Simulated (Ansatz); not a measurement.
CaHBr (space group P4/nmm)

```xyz
6
Lattice="3.8330 0.0000 0.0000 0.0000 3.8330 0.0000 0.0000 0.0000 8.2397" Properties=species:S:1:pos:R:3 pbc="T T T"
Ca     0.0000     1.9165     1.2952
Ca     1.9165     0.0000     6.9444
H      1.9165     1.9165     0.0000
H      0.0000     0.0000     0.0000
Br     0.0000     1.9165     5.6038
Br     1.9165     0.0000     2.6358
```

This relaxed cell (volume V₀) is scaled evenly in all directions, its shape held. The atoms relax within the cell's symmetry.

Calculation: r2SCAN (plane waves to 500 eV, PAW, scalar-relativistic; Ansatz, a quantum-chemistry and plane-wave program). k mesh 9×9×4 (Γ-centred), Fermi-Dirac smearing 0.05 eV. Compression counts positive. CaHBr was relaxed with its symmetry unable to fall.

At one point of the scan the stress tensor (GPa) is:

```
  -1.88     0.00     0.00
   0.00    -1.88     0.00
   0.00     0.00    -0.56
```

Q: Which point is it?
(A) V/V₀ = 1.015
(B) V/V₀ = 1.045
(C) V/V₀ = 1.030
(D) V/V₀ = 1.060

A: D, V/V₀ = 1.060

(A scan under strain: stresses follow from slopes of the energy per volume, elastic moduli from its curvatures.)
